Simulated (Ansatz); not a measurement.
Si2Mo:
```
CELL_PARAMETERS angstrom
      4.58421     0.00000     0.00000
     -2.29210     3.97004     0.00000
      0.00000     0.00000     6.57628
ATOMIC_POSITIONS crystal
  Si 0.16386 0.83614 0.83333
  Si 0.32771 0.16386 0.16667
  Si 0.16386 0.32771 0.50000
  Si 0.83614 0.16386 0.83333
  Si 0.67229 0.83614 0.16667
  Si 0.83614 0.67229 0.50000
  Mo 0.50000 0.00000 0.50000
  Mo 0.50000 0.50000 0.83333
  Mo 0.00000 0.50000 0.16667
```

Relaxed with r²SCAN.

Problem. Give the Bader charges and basin volumes of the independent atoms, the program Ansatz at the r²SCAN level (PAW).

Solution. 

```tsv
atom	Bader charge (e)	Bader volume (Å³)
Si1	-0.09	12.8
Mo7	+0.19	14.2
```

Space group P6_222. The workflow started from a Materials Project entry (that database holds measured and hypothetical structures alike); the Crystallography Open Database copy checked does not list it. It is not the phase usual at ambient conditions (space group No. 139). Symmetry was held in the r²SCAN relaxation; its stability against distortions is not shown here. The run is not spin-polarised.

Potentials: the later of the program's two PAW sets.
